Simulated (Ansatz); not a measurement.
GaSb:
```yaml
crystal:
  lattice:
    - [0.00000, 2.89903, 2.89903]
    - [2.89903, 0.00000, 2.89903]
    - [2.89903, 2.89903, 0.00000]
  atoms:
    - { symbol: Sb, position: [0.00000, 0.00000, 0.00000] }
    - { symbol: Ga, position: [0.50000, 0.50000, 0.50000] }
```

Relaxed with PBE. Special points in fractions of this cell's reciprocal vectors: Γ (0.000, 0.000, 0.000); X (0.500, 0.000, 0.500); U (0.625, 0.250, 0.625); K (0.375, 0.375, 0.750); L (0.500, 0.500, 0.500); W (0.500, 0.250, 0.750).

Problem. List the band energies nearest the Fermi level at these points for plane-wave PAW PBE (Ansatz code).

Solution. In eV from the Fermi level; about four levels below and three above (degenerate sets whole), none deeper than 8.9 eV; points with the same levels are listed once.

```csv
k,below,above
Γ,-0.28,0.14 0.14 0.14
X,-5.00 -3.97 -2.34 -2.34,3.07 8.77 8.77
U,-5.94 -4.47 -1.71 -0.72,5.35 6.09 7.06
L,-7.30,0.45 0.45 2.18 2.18
W,-8.53 -5.77 -3.98 -3.98,2.07 3.27 6.75 6.75
```

Space group Fm-3m (rock salt). The start of the workflow was typed in or built on a structure type; neither database checked (COD, Materials Project) lists it. It is not the phase usual at ambient conditions (space group No. 216). Symmetry was held in the PBE relaxation; whether a distortion lowers the energy is not shown. The volume moved by 17 % from the start of the relaxation. Spin–orbit coupling is left out wherever it is not named.

Potentials: the earlier of the program's two PAW sets.
